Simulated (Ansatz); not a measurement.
KAs₄ClO₆: levels and charges under dearer methods

A database entry relaxed whole under r2SCAN at zero pressure (P6/mmm, No. 191):

```
CELL_PARAMETERS angstrom
5.25142 0.00000 0.00000
-2.62571 4.54786 0.00000
0.00000 0.00000 8.93844
ATOMIC_POSITIONS crystal
K 0.00000 0.00000 0.50000
As 0.33333 0.66667 0.20567
As 0.66667 0.33333 0.20567
As 0.33333 0.66667 0.79433
As 0.66667 0.33333 0.79433
Cl 0.00000 0.00000 0.00000
O 0.50000 0.00000 0.31467
O 0.50000 0.50000 0.31467
O 0.00000 0.50000 0.31467
O 0.00000 0.50000 0.68533
O 0.50000 0.50000 0.68533
O 0.50000 0.00000 0.68533
```

Its volume is 17.79 Å³ an atom, +0.6 % against the entry's 17.68, a cell as deposited in COD (1988).

Single points on this cell with plane-wave PAW DFT (Ansatz 0.2.0; r2SCAN 500 eV, hybrids 420 eV; fermi-dirac occupations of width 0.020 eV; no moments): r2SCAN on a 6×6×4 Γ-centred mesh; HSE06 on a 6×6×2 Γ-centred mesh; PBE0 on a 6×6×2 Γ-centred mesh.

What does each level give for gap and charges?

The runs give:

```
 level  gap (eV), or kind  pressure (GPa)  Bader charge of K (e)  Bader charge of As (e)  Bader charge of Cl (e)  Bader charge of O (e)
r2SCAN               3.98             0.0                  +0.91                   +1.77                   -0.77                  -1.21
 HSE06               4.70            -0.4                  +0.91                   +1.81                   -0.79                  -1.23
  PBE0               5.44            -0.5                  +0.91                   +1.81                   -0.79                  -1.23
```

Under r2SCAN the gap is 3.98 eV, over mesh and band path. HSE06 moves it by +0.73 eV and PBE0 by +1.46 eV; PBE0 keeps its exact exchange at long range, which widens the gap over HSE06's by 0.73 eV on their common mesh. The charge on As goes from +1.77 to +1.81 e under HSE06.

Caveats: the relaxation kept the start's symmetry; HSE06 is read on its mesh and at the zone's corners, PBE0 on its mesh alone; hybrid pressures are good to a few tenths of a GPa; no spin-orbit coupling, which narrows gaps of heavier elements; pressure is positive in compression.
